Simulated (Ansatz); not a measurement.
An element in the diamond structure gives these cold pressures by all-electron LAPW under LDA (Ansatz 0.2.0, scalar-relativistic, no spin polarisation).

```csv
V (Å³/atom),P (GPa)
19.70,-0.05
18.52,6.72
17.34,15.96
15.76,33.8
14.19,61.0
12.61,103.3
10.84,182.4
8.87,346.6
```

(1) Which element is it?

## Answers

(1) Si. Its zero-pressure volume in this structure is near 19.7 Å³/atom; the volume and the steepness of P(V) together point to it, though neighbours can come close. Other candidates weren't computed, and some may come near.
